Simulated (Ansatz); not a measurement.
A relaxed structure of AlRu is spoiled in several ways and relaxed again each time (noise and exchanges are one random draw each; squeezed and stretched starts keep its symmetry, which their runs cannot lower; pressure is positive under compression). Method: PBEsol (plane waves to 420 eV, PAW, scalar-relativistic; Ansatz, an electronic-structure program).

Space group Pm-3m (No. 221); a = 2.976 Å, b = 2.976 Å, c = 2.976 Å, α = 90.00°, β = 90.00°, γ = 90.00°

```
atom  site  symmetry       x       y       z
----  ----  --------  ------  ------  ------
Al      1a      m-3m  0.0000  0.0000  0.0000
Ru      1b      m-3m  0.5000  0.5000  0.5000
```

```csv
change,first pressure (GPa),largest first force (eV/Å),released (eV/atom),moves,outcome,final group,E − E(parent) (eV/atom)
stretched uniformly to 130 % of its volume,-32.1,0.00,0.50,4,returns to the parent,Pm-3m,0.00
with every coordinate shifted by Gaussian noise of σ = 0.45 Å,59.4,7.68,1.85,7,returns to the parent,Pm-3m,0.00
"deformed by the Cartesian strain tensor (xx, yy, zz, yz, xz, xy) = (0.010, -0.004, 0.099, 0.022, 0.003, -0.024)",-16.2,0.00,0.14,8,returns to the parent,Pm-3m,0.00
```

First-step values come from each run's starting, coarser k-mesh (10×10×10, 11×11×11, 11×11×10). The runs use different k-meshes, so differences are rounded accordingly. No spin polarisation in the result.
